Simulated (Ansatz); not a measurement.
VSb2Se4, MnBi2Te4-type layer, relaxed and computed with two functionals in Ansatz (plane waves, PAW).

```
functional  a (Å)  thickness (Å)
----------  -----  -------------
PBE         3.996           9.85
r²SCAN+D4       …              …
```

### Question
Fill in the missing entries.

### Answer

- r²SCAN+D4, a (Å): 3.963
- r²SCAN+D4, thickness (Å): 9.83

Spin orders computed, not proven ground states: VSb2Se4, MnBi2Te4-type layer with PBE ferromagnetic; VSb2Se4, MnBi2Te4-type layer with r²SCAN+D4 ferromagnetic. All cells were relaxed under the symmetry of their starts (and spin orders); stability against distortions was not tested throughout. Scalar-relativistic: spin–orbit coupling is off unless named, which matters more the heavier the elements. Constructed layers (a layer type filled with these elements): VSb2Se4, MnBi2Te4-type layer; VSb2Se4, MnBi2Te4-type layer.

Potentials: the later of the program's two PAW sets.

Ansatz (a program for electronic structure) is a plane-wave DFT program.
